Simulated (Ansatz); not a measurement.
LiSb2: stable or not

The cell was found from a structure generator's guess, not taken from experiment.

These are results of Ansatz, DFT PBE+D3(BJ), scalar-relativistic, plane waves, PAW, not measurements. The final run on the 3-atom cell used 420 eV, a Γ-centred 12×12×12 mesh, 0.10 eV smearing and no spin polarisation.

```cif
data_structure
_symmetry_space_group_name_H-M 'P 1'
_symmetry_Int_Tables_number 1
_cell_length_a 4.6188
_cell_length_b 4.6188
_cell_length_c 4.6188
_cell_angle_alpha 60.000
_cell_angle_beta 60.000
_cell_angle_gamma 60.000
_cell_volume 69.68
loop_
_atom_site_label
_atom_site_type_symbol
_atom_site_fract_x
_atom_site_fract_y
_atom_site_fract_z
_atom_site_occupancy
Li1 Li 0.50000 0.50000 0.50000 1
Sb1 Sb 0.25000 0.25000 0.25000 1
Sb2 Sb 0.75000 0.75000 0.75000 1
```

Energies over the elements count from the elements' standard structures at the same level, with no fitted energy shifts.

Task: These tests were run: energy against the elements; random kick, then relaxation without symmetry; phonons on a 2×2×2 q mesh. What do they show?

Result:

```tsv
test	result
energy against the elements	−0.22 eV/atom
random kick, then relaxation without symmetry	returns
phonons on a 2×2×2 q mesh	no imaginary mode on the mesh
```

It fails none of these tests. Whether a mixture of other phases lies lower isn't tested here.

These runs have no spin–orbit coupling, which can matter for Sb. The kick test ran on a coarse mesh. The run for the phonons used a 12×12×12 k mesh and Fermi–Dirac smearing of 0.15 eV.
